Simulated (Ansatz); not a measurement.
A comparison from first-principles data. An acoustic mirror alternates quarter-wave layers of high and low impedance; the larger the ratio, the fewer layers.

The yardstick is bcc W. Each row is paired with the reference. Frequency 5 GHz, 3 pairs, polycrystalline averages.

Computed with Ansatz, a plane-wave PAW program. density: r²SCAN, relaxed cell; longitudinal speed: r²SCAN, elastic tensor, Hill average.

Runs started from generated or typed cells of the structure named: 3C-SiC; bcc W; WC. Not checked to be the ambient phase: HfB (rock salt). Spin–orbit coupling is left out unless named.

```tsv
crystal	density (g/cm³)	v_l (km/s)
3C-SiC	3.22	12.44
HfB (rock salt)	11.20	5.15
bcc W, reference	19.20	5.28
WC (P-6m2)	15.61	7.16
```

Working rules: Z = ρ v_l; layer = v_l/4f; ratio = larger Z over smaller Z; isolation ≈ 20 × 3 × log₁₀(ratio), up to a constant set by the substrate.

**Question.** From the table, find impedance, quarter wave, impedance ratio and isolation for HfB (rock salt).

**Answer.** 
1. Z = 11.20 × 5.15 = 57.68 MRayl
2. quarter wave: 5.15 km/s/(4 × 5 GHz) = 258 nm
3. impedance ratio: larger of 57.68/101.38 and its inverse = 1.758
4. isolation: 20 × 3 × log₁₀(1.758) = 15 dB

**Question.** Put the candidates in order of impedance ratio, highest first.

**Answer.** The same steps for every row:

| crystal | impedance (MRayl) | quarter wave (nm) | impedance ratio | isolation (dB) |
|---|---|---|---|---|
| 3C-SiC | 40.06 | 622 | 2.531 | 24 |
| HfB (rock salt) | 57.68 | 258 | 1.758 | 15 |
| bcc W, reference | 101.38 | 264 | 1.000 | 0 |
| WC (P-6m2) | 111.77 | 358 | 1.102 | 3 |

Ranking by impedance ratio, highest first: 3C-SiC (2.531 ± 0.080), HfB (rock salt) (1.758 ± 0.056), WC (1.102 ± 0.035). The ± follows from allowances picked for this note (density 1 %, longitudinal speed 3 %), carried to first order and added in quadrature, each row's own inputs moving alone; ≈ joins neighbours closer than their two ± added in quadrature.

Sputtered films are textured or amorphous and softer than these crystals; shear waves need a mirror of their own. Where several phases of a formula are at hand, those over 0.1 eV/atom above the lowest were not drawn (by r²SCAN where it compared them, else by the largest value; a layered or molecular lowest phase counts only with a dispersion term); other phases could lie lower still. Rows are a sample by related chemistry or structure, familiar materials first, kept where one row at least reaches a ratio of 2.5. Limits of the draw: impedance over 8 MRayl; for moduli and speeds, an anisotropy index under 2.5, no layered crystals; no unfamiliar magnets, and cubic perovskites only if shown or known to be stable. As a rule kept out of such tables: 4f compounds, open-shell compounds run without a Hubbard term, cells found unstable in the tests at hand, cells close to a higher symmetry, and runs set to a pressure or over 12 % in volume from the crystal's fullest run.
